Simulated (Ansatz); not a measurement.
Given:

RhPb:
```cif
data_PbRh
_chemical_formula_sum 'Pb1 Rh1'
_space_group_name_H-M_alt 'Pm-3m'
_space_group_IT_number 221
_space_group_name_Hall '-P 4 2 3'
_cell_length_a 3.34618
_cell_length_b 3.34618
_cell_length_c 3.34618
_cell_angle_alpha 90.000
_cell_angle_beta 90.000
_cell_angle_gamma 90.000
loop_
_atom_site_label
_atom_site_type_symbol
_atom_site_symmetry_multiplicity
_atom_site_Wyckoff_symbol
_atom_site_fract_x
_atom_site_fract_y
_atom_site_fract_z
_atom_site_occupancy
Pb1 Pb 1 a 0.00000 0.00000 0.00000 1
Rh1 Rh 1 b 0.50000 0.50000 0.50000 1
```

This is the r²SCAN-relaxed structure.

All from the program Ansatz at the r²SCAN level (PAW), unless another level is named. Give the bulk modulus (Birch–Murnaghan fit).

1280 kbar.

What about the elastic constants (relaxed ions, GPa)?

C11 = 130, C12 = 127, C44 = 14.8.

A made-up cell: these elements were put on the sites of a structure type; neither database checked (COD, Materials Project) lists it. COD files the formula under space group No. 191. Whether it is the stable phase at ambient conditions was not checked. The cell was relaxed with r²SCAN under the symmetry of its start; whether a distortion lowers the energy is not shown. The run is not spin-polarised. As this level gives no gap, shear constants depend on the k-mesh and smearing (Fermi–Dirac, 0.1 eV here). Scalar-relativistic: spin–orbit coupling is off unless named, which matters more the heavier the elements.

Potentials: the earlier of the program's two PAW sets.
